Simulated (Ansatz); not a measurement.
Mg$_{2}$Ge (anti-fluorite)

```yaml
crystal:
  lattice:
    - [0.00000, 3.21062, 3.21062]
    - [3.21062, 0.00000, 3.21062]
    - [3.21062, 3.21062, 0.00000]
  atoms:
    - { symbol: Ge, position: [0.00000, 0.00000, 0.00000] }
    - { symbol: Mg, position: [0.25000, 0.25000, 0.25000] }
    - { symbol: Mg, position: [0.75000, 0.75000, 0.75000] }
```

The slice is a {110} plane (indices of the conventional cell) through the point (0.750, 0.750, 0.750) (fractional), spanned by u = [100] and v = [1 -1 -1] in vectors of this cell: u (4.54 Å) and v (6.42 Å, at 90° to u). It covers one period; positions are fractions (u, v).

Computed with PBE (plane waves to 420 eV, PAW, scalar-relativistic; Ansatz, a quantum-chemistry and plane-wave program). k mesh 9×9×9. Inside the PAW spheres the values are not all-electron values, and peaks at nuclei hang on which shells count as valence. Mg2Ge was relaxed with its symmetry unable to fall.

Around which element is the density of the highest valence band (whole band, smooth part) largest on this plane?

Ge. Mean over a disc round each atom, of radius 0.45 times the shortest bond: Ge 0.064, Mg 0.014 e/Å³.

Sketch the valence electron density on this plane as a map.


| v \ u | 0.00 | 0.14 | 0.29 | 0.43 | 0.57 | 0.71 | 0.86 |
|---|---|---|---|---|---|---|---|
| 0.90 | 0.0 | -0.7 | -0.6 | -0.4 | -0.4 | -0.6 | -0.8 |
| 0.80 | -1.0 | -0.8 | -0.4 | 0.8 | 0.8 | -0.4 | -0.8 |
| 0.70 | -1.0 | -0.8 | -0.4 | 0.8 | 0.8 | -0.4 | -0.8 |
| 0.60 | 0.0 | -0.8 | -0.6 | -0.4 | -0.4 | -0.6 | -0.7 |
| 0.50 | 1.5 | 0.0 | -1.0 | -0.9 | -0.9 | -1.0 | 0.0 |
| 0.40 | 0.0 | -0.9 | -1.3 | -1.4 | -1.4 | -1.3 | -0.9 |
| 0.30 | -1.0 | -1.2 | -1.5 | -1.7 | -1.7 | -1.5 | -1.2 |
| 0.20 | -1.0 | -1.2 | -1.5 | -1.7 | -1.7 | -1.5 | -1.2 |
| 0.10 | 0.0 | -0.9 | -1.3 | -1.4 | -1.4 | -1.3 | -0.9 |
| 0.00 | 1.5 | 0.0 | -1.0 | -0.9 | -0.9 | -1.0 | 0.0 |

Values: log₁₀ of the valence density in e/Å³. The scale is logarithmic, as a density can span decades between atoms and voids.
